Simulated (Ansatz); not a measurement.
What DFT gives for Cu2Sn2S

```
CELL_PARAMETERS angstrom
0.00000 -1.94468 3.26838
0.79624 -1.77420 -3.26838
9.08273 0.00000 0.00000
ATOMIC_POSITIONS crystal
Sn 0.60800 0.21600 0.17600
Sn 0.39200 0.78400 0.82400
Cu 0.21200 0.42400 0.36400
Cu 0.78800 0.57600 0.63600
S 0.00000 0.00000 0.00000
```

Level: r2SCAN, no spin polarisation; 500 eV; 8×8×8 Γ-centred mesh; methfessel-paxton occupations (width 0.0103 eV); Ansatz 0.2.0, fixed geometry.

(1) Describe some of the short contacts.

(2) Is it stable against the elements?

(3) Which atom feels the largest force, and which way?

(4) What happens at the Fermi level?

(5) Give the Bader charges.

Origin: a known structure type with other elements, at an estimated volume, so it need not be a known compound. Caveats: many states at the Fermi level without spin polarisation, so a magnetic state may lie lower; atoms or cell far from equilibrium.

Results:

(1) Sn–S at 2.69 Å: least valence density 0.35 e/Å³ and ELF 0.38 there. Sn–Cu at 2.75 Å: least valence density 0.27 e/Å³ and ELF 0.39 there. These are pseudo-fields; inside the PAW spheres they differ from the all-electron ones.

(2) 0.45 eV an atom against the elements' usual phases (free molecules for gases, crystals otherwise, with no correction for O₂ or N₂), so at this geometry it isn't bound against them. Relaxing would lower it.

(3) The largest is on Sn1 (and as large on other atoms): 2.39 eV/Å, components (2.32, 0.50, 0.30). It makes 125° with the line to a nearest neighbour, S5 at 2.69 Å.

(4) It is a metal, with about 2.1 states/eV a cell as the mean within 0.25 eV of the Fermi level, mostly Sn p (51 %).

(5) Bader charges in e: Cu -0.19, Sn +0.70, S -1.02. In the mean Sn gives up most and S takes most.
